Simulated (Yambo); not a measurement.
```xyz
8
Lattice="6.0386 0.0000 0.0000 -3.0193 5.2296 0.0000 0.0000 0.0000 15.6000" Properties=species:S:1:pos:R:3 pbc="T T T"
Cl     2.1265     3.4864     1.2744
Cl     4.9754     1.6448     1.2744
Cl     1.9560     0.0984     1.2744
Cl     3.9121     3.4864    -1.2744
Cl     4.0826     0.0984    -1.2744
Cl     1.0633     1.6448    -1.2744
Ir     0.0000     0.0000     0.0000
Ir     3.0193     1.7432     0.0000
```

Response from Yambo on norm-conserving PBEsol (Quantum ESPRESSO, 68 Ry, no spin-orbit coupling) bands: 6×6×1 mesh, 131 bands, 2 Ry local-field block, 0.2 eV broadening.

Q: Give the static in-plane polarisability without and with local fields.

A: 
```tsv
field along	α(0), independent particles (Å)	α(0), RPA with local fields (Å)	screening length 2πα (Å)
x	2.49	2.02	12.7
```
Electronic (clamped-ion) response only. Spin-orbit coupling, left out here, changes gap and response of such heavy elements. Convergence of the RPA response with its 6×6×1 mesh was not tested.

Geometry relaxed with PBEsol.

This is a model layer cut from the bulk structure; whether it is stable on its own was not checked.
